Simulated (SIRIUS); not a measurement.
## Checks by hand on NaCl (Fm-3m, 2 atoms in the cell; from Materials Project mp-22862, lattice scaled a little)

```yaml
crystal:
  lattice:
    - [0.00000, 2.78624, 2.78624]
    - [2.78624, 0.00000, 2.78624]
    - [2.78624, 2.78624, 0.00000]
  atoms:
    - { symbol: Na, position: [0.00000, 0.00000, 0.00000] }
    - { symbol: Cl, position: [0.50000, 0.50000, 0.50000] }
```

All values come from this method and carry its errors: PBE, PseudoDojo 0.5 standard norm-conserving PBE (tails mended) pseudopotentials (plane waves; SIRIUS).

Main settings: parameters.ngridk = 8 8 8; parameters.xc_functionals = [XC_GGA_X_PBE, XC_GGA_C_PBE]; parameters.gk_cutoff = 9.381 1/bohr; parameters.pw_cutoff = 18.762 1/bohr; parameters.smearing = gaussian; parameters.smearing_width = 0.000734986 Ha; potentials = PseudoDojo 0.5 standard norm-conserving PBE (tails mended) pseudopotentials; parameters.electronic_structure_method = pseudopotential.

The structure comes from a collection of computed structures, made at another level of theory; the collection holds predicted forms beside known ones. Its lattice was then scaled.

The cell holds 291.9 bohr³ and the plane-wave cutoff is 88.0 Ry.

Question: How many plane waves does a k-point need, and how does the count grow with the cutoff?

Answer: In Rydberg units |k + G|² ≤ E, a sphere of radius √88.0 = 9.381 bohr⁻¹. Each G takes (2π)³/V of reciprocal space, so N = V E^(3/2)/(6π²) = 291.9 × 825.5/59.218 = 4069. The program's largest count at a k-point is 4092; single k-points scatter about the estimate. The count grows as E^(3/2): 20 % more cutoff means 31 % more plane waves.

The cell was also run at V = 42.827 Å³ (F = -1693.79262 eV, P = 2.16 GPa) and V = 43.693 Å³ (F = -1693.80257 eV, P = 1.53 GPa), scaled uniformly; the base has V = 43.260 Å³, P = 1.84 GPa and F₀ = -1693.79803 eV.

Question: Check the pressure against the energies, and estimate the bulk modulus and the volume of zero pressure.

Answer: P = −dF/dV ≈ −(-0.00995 eV)/(0.866 Å³) = 0.01149 eV/Å³; times 160.218 GPa per eV/Å³ this is 1.84 GPa, against 1.84 GPa from the stress tensor. B = −V dP/dV ≈ −43.260 × (-0.63 GPa)/(0.866 Å³) = 31 GPa at this volume. The curvature of the energies, B = V (F₊ + F₋ − 2F₀)/(ΔV/2)², gives 32 GPa. To first order the pressure vanishes at V0 ≈ V(1 + P/B) = 45.79 Å³, so all lengths change by about 1.91 %. Shape and fractional positions were held, which usually makes B too large where they are free.

A band-structure run on this density gave a gap of 5.25 eV along the path. From the bottom of the conduction band at Γ toward X, the level moves away from the edge by 0.0421 eV at Δk = 0.0663 Å⁻¹ and by 0.1648 eV at Δk = 0.1327 Å⁻¹. From the top of the valence band at Γ toward X, the level moves away from the edge by 0.0061 eV at Δk = 0.0663 Å⁻¹ and by 0.0243 eV at Δk = 0.1327 Å⁻¹.

Question: Estimate the effective masses, and the wavelength of a photon at the gap.

Answer: For a parabola ΔE = ħ²Δk²/(2m*), with ħ²/(2mₑ) = 3.810 eV Å², so m*/mₑ = 3.810 Δk²/ΔE. At the bottom of the conduction band: 3.810 × 0.0663²/0.0421 = 0.40 from the nearer point and 0.41 from the farther. At the top of the valence band: 3.810 × 0.0663²/0.0061 = 2.75 from the nearer point and 2.76 from the farther. Where the two differ the band is not parabolic over this range, and the mass at the edge lies beyond the nearer value. These are masses along one direction, for the outermost band, at this level of theory and without spin-orbit coupling. The gap corresponds to λ = 1239.8 nm eV/5.25 eV = 236 nm; semi-local functionals usually give gaps below the measured ones.

“Tails mended”: in these copies of the files the far tail of each local potential was reset to the Coulomb form.
